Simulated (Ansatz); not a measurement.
# What DFT gives for YbSi$_{2}$Pd$_{2}$

```xyz
5
Lattice="-2.0639 2.0639 4.9726 2.0639 -2.0639 4.9726 2.0639 2.0639 -4.9726" Properties=species:S:1:pos:R:3 pbc="T T T"
Pd    0.0000    2.0639    2.4863
Pd    2.0639    0.0000    2.4863
Yb    0.0000    0.0000    0.0000
Si    0.0000    0.0000    3.7295
Si    0.0000    0.0000    6.2158
```

The numbers come from plane-wave PAW DFT (Ansatz): r2SCAN, no spin polarisation, 500 eV, 6×6×6 Γ-centred k points, fermi-dirac occupations (width 0.1 eV). Nothing was relaxed.

**At the Fermi level.** It is a metal, with about 3.6 states/eV a cell as the mean within 0.25 eV of the Fermi level, mostly Yb f (33 %), Si p (26 %) and Pd d (19 %).
**Formation energy.** -0.87 eV an atom against the elements' usual phases (free molecules for gases, crystals otherwise, with no correction for O₂ or N₂), so it is bound against them; other compounds may still compete. Relaxing would lower it.
**Forces.** The largest is on Si4 (and as large on other atoms): 1.04 eV/Å, components (0.00, 0.00, 1.04). It makes 121° with the line to a nearest neighbour, Pd1 at 2.41 Å.
**Charges.** Bader charges in e: Yb +1.52, Si +0.14, Pd -0.90. In the mean Yb gives up most and Pd takes most.

Origin: a database entry at a rescaled volume. Caveats: no spin polarisation, so a magnetic state may lie lower; the k mesh is coarse if the cell is a metal; f levels without a U or exact exchange are poorly placed.
